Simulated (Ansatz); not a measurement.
The elements of this relaxed trial crystal are hidden behind letters.

```
lattice vectors (Å)
   5.2504    0.0000    0.0000
  -2.6252    4.5470    0.0000
   0.0000    0.0000    5.5037
fractional positions
X 0.0000 0.0000 0.5000
X 0.0000 0.0000 0.0000
Z 0.8668 0.7337 0.7500
Z 0.2663 0.1332 0.7500
Z 0.1332 0.8668 0.2500
Z 0.8668 0.1332 0.7500
Z 0.7337 0.8668 0.2500
Z 0.1332 0.2663 0.2500
Q 0.6667 0.3333 0.2500
Q 0.3333 0.6667 0.7500
```

All numbers below come from Ansatz, DFT PBE, scalar-relativistic, plane waves, PAW. The final run on the 10-atom cell used 420 eV, a Γ-centred 12×12×8 mesh, 0.10 eV smearing and no spin polarisation.

| Item | Value |
| --- | --- |
| Space group | P6_3/mmc (No. 194) |
| Conventional cell | a = 5.250 Å, c = 5.504 Å |
| Volume per atom | 13.14 Å³ |
| Density | 3.31 g/cm³ |
| Formation energy | +0.02 eV/atom |
| Gap on the 12×12×8 mesh of the 10-atom cell | 0 eV (a metal) |

Energies are uncorrected and count from the elements' standard states at the same level.

Q: X is a d-block element of period 4, Z is an s-block element of period 1 and Q is a p-block element of period 4. Which elements are they?

A: X = Ti, Z = H, Q = Br, so the formula is TiH3Br. Density times volume gives a mean mass of 3.31 × 13.14/1.6605 = 26.2 u per atom, and this set has 26.2 u. Ti is surrounded by 6 H at 1.83 Å, 2 Ti at 2.75 Å and 6 Br at 3.33 Å; H has 2 Ti at 1.83 Å, 2 H at 2.10 Å and 2 Br at 2.64 Å; Br is surrounded by 6 H at 2.64 Å (long contacts). Other sets within the hints have nearly the same mass, so mass alone doesn't settle it; this one was computed.

A structure relaxed within its symmetry needn't be a true minimum. Another cell of TiH3Br relaxed alike, in P4mm, lies 222 meV/atom lower, so this cell isn't the stable form at this level.
